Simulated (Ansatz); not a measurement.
A geometry of HfO$_{2}$ away from equilibrium: the start of the relaxation of a generated trial cell of HfO2 in the pyrite structure type. Calculation: PBEsol (plane waves to 420 eV, PAW, scalar-relativistic; Ansatz, a quantum-chemistry and plane-wave program). Γ-centred k-mesh 4×4×4 on the run's cell (coarser than for final values), Fermi–Dirac smearing 0.05 eV.

```xyz
12
Lattice="4.9738 0.0000 0.0000 0.0000 4.9738 0.0000 0.0000 0.0000 4.9738" Properties=species:S:1:pos:R:3:forces:R:3 pbc="T T T" free_energy=-66896.495 pressure_GPa=25.2
Hf     0.0000     0.0000     0.0000    0.0000    0.0000    0.0000
Hf     2.4869     2.4869     0.0000    0.0000    0.0000    0.0000
Hf     0.0000     2.4869     2.4869    0.0000    0.0000    0.0000
Hf     2.4869     0.0000     2.4869    0.0000    0.0000    0.0000
O      1.9154     1.9154     1.9154   -2.7139   -2.7139   -2.7139
O      4.4023     0.5715     3.0584   -2.7139    2.7139    2.7139
O      3.0584     4.4023     0.5715    2.7139   -2.7139    2.7139
O      0.5715     3.0584     4.4023    2.7139    2.7139   -2.7139
O      3.0584     3.0584     3.0584    2.7139    2.7139    2.7139
O      0.5715     4.4023     1.9154    2.7139   -2.7139   -2.7139
O      1.9154     0.5715     4.4023   -2.7139    2.7139   -2.7139
O      4.4023     1.9154     0.5715   -2.7139   -2.7139    2.7139
```

Positions in Å, forces in eV/Å, free energy of the cell in eV (comparable only within this code, potentials and settings). Largest force: 4.70 eV/Å, on O5, O6, O7, O8, O9, O10, O11, O12 (atoms numbered as listed); the geometry lies 0.49 eV/atom above the end of its relaxation.

No spin polarisation in the result.

The run could not lose the symmetry of its start, so the end can be a saddle point.

The end of the path is a generated cell of HfO2: the first start was made by placing the elements on the sites of a structure type, and the end was not matched to a known phase here, so it may be hypothetical. Known forms of HfO2 include space group No. 14, 29, 137, 225.
